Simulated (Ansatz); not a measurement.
Geometry optimisation in Ansatz: input, command and trajectory.

```yaml
crystal:
  lattice:
    - [5.8004389248, -1.7559992411, -0.0794142816]
    - [5.8004389248, 1.7559992411, -0.0794142816]
    - [-2.9006386577, 0.0, 5.2491404314]
  atoms:
    - { symbol: Co, position: [0.2606152472, 0.2606152472, 0.2784068941] }
    - { symbol: Co, position: [0.7393847528, 0.7393847528, 0.7215931059] }
    - { symbol: Ni, position: [0.0, 0.0, 0.0] }
    - { symbol: Se, position: [0.1233399728, 0.1233399728, 0.4601148883] }
    - { symbol: Se, position: [0.8766600272, 0.8766600272, 0.5398851117] }
    - { symbol: Se, position: [0.3629127473, 0.3629127473, 0.0227756166] }
    - { symbol: Se, position: [0.6370872527, 0.6370872527, 0.9772243834] }
basis:
  ecutwfc: 420
kpoints:
  mp_grid: { grid: [10, 10, 8] }
hamiltonian:
  xc: pbesol
scf:
  occupations: { method: gaussian, width: 0.1 }
output:
  forces: true
  stress: true
  eigenvalues: true
relax:
  adjacent_minimum: "off"
  f_tol: 0.01
  max_steps: 30
  cell: { stress_tol: 0.1, fix: [volume] }
```

```bash
ansatz run input.yaml --threads 2 --pin off --max-ram 5120MiB --backend cpu --events-out ev --progress --plain --runs-dir out
```

The calculation used Ansatz, DFT PBEsol, scalar-relativistic, plane waves, PAW.

The volume is held at 0.97 times that of the relaxed cell.

Of 5 frames 4 are shown, positions in Å and forces in eV/Å; the SCF threshold varies from step to step. Steps run on the plane waves of an earlier cell, with a Pulay correction in the pressure. The basis is chosen afresh for the last frame, the zero of the energies, and at times for earlier ones too; energy and pressure can step there, also at an unchanged geometry. Where two frames share a geometry here, they differ by under 2 meV/atom and 0.3 GPa.

```xyz
7
Lattice="5.8004 -1.7560 -0.0794 5.8004 1.7560 -0.0794 -2.9006 0.0000 5.2491" Properties=species:S:1:pos:R:3:forces:R:3 pbc="T T T" step=1 free_energy_over_end_meV_per_atom=1.14 pressure_GPa=4.39
Co    2.2158    0.0000    1.4200    0.0589    0.0000   -0.0385
Co    6.4844    0.0000    3.6703   -0.0589    0.0000    0.0385
Ni    0.0000    0.0000    0.0000    0.0000    0.0000    0.0000
Se    0.0962    0.0000    2.3956   -0.2435    0.0000   -0.0323
Se    8.6040    0.0000    2.6947    0.2435    0.0000    0.0323
Se    4.1440    0.0000    0.0619    0.0386    0.0000    0.0980
Se    4.5562    0.0000    5.0284   -0.0386    0.0000   -0.0980
7
Lattice="5.7806 -1.7598 -0.0892 5.7806 1.7598 -0.0892 -2.8994 0.0000 5.2607" Properties=species:S:1:pos:R:3:forces:R:3 pbc="T T T" step=2 free_energy_over_end_meV_per_atom=0.11 pressure_GPa=3.79
Co    2.2057    0.0000    1.4229    0.0532    0.0000   -0.0281
Co    6.4561    0.0000    3.6594   -0.0532    0.0000    0.0281
Ni    0.0000    0.0000    0.0000    0.0000    0.0000    0.0000
Se    0.0719    0.0000    2.3964   -0.0665    0.0000   -0.0032
Se    8.5899    0.0000    2.6860    0.0665    0.0000    0.0032
Se    4.1301    0.0000    0.0587    0.0288    0.0000    0.0143
Se    4.5317    0.0000    5.0237   -0.0288    0.0000   -0.0143
7
Lattice="5.7762 -1.7623 -0.0895 5.7762 1.7623 -0.0895 -2.8976 0.0000 5.2575" Properties=species:S:1:pos:R:3:forces:R:3 pbc="T T T" step=3 free_energy_over_end_meV_per_atom=0.01 pressure_GPa=3.61
Co    2.2066    0.0000    1.4214    0.0235    0.0000   -0.0038
Co    6.4482    0.0000    3.6571   -0.0235    0.0000    0.0038
Ni    0.0000    0.0000    0.0000    0.0000    0.0000    0.0000
Se    0.0656    0.0000    2.3957   -0.0060    0.0000    0.0068
Se    8.5893    0.0000    2.6827    0.0060    0.0000   -0.0068
Se    4.1304    0.0000    0.0581   -0.0150    0.0000    0.0013
Se    4.5244    0.0000    5.0203    0.0150    0.0000   -0.0013
7
Lattice="5.7762 -1.7621 -0.0899 5.7762 1.7621 -0.0899 -2.8979 0.0000 5.2582" Properties=species:S:1:pos:R:3:forces:R:3 pbc="T T T" step=5 free_energy_over_end_meV_per_atom=0.00 pressure_GPa=3.59
Co    2.2080    0.0000    1.4214    0.0084    0.0000   -0.0008
Co    6.4465    0.0000    3.6569   -0.0084    0.0000    0.0008
Ni    0.0000    0.0000    0.0000    0.0000    0.0000    0.0000
Se    0.0648    0.0000    2.3958    0.0000    0.0000    0.0005
Se    8.5897    0.0000    2.6826    0.0000    0.0000   -0.0005
Se    4.1297    0.0000    0.0574   -0.0047    0.0000   -0.0009
Se    4.5248    0.0000    5.0210    0.0047    0.0000    0.0009
```

The run took 78 s on 2 threads of AMD EPYC 9R45 96-Core Processor (Zen 5) (shared host), peak memory 1.4 GiB.

Spin polarisation was left out, and a magnetic state may lie lower.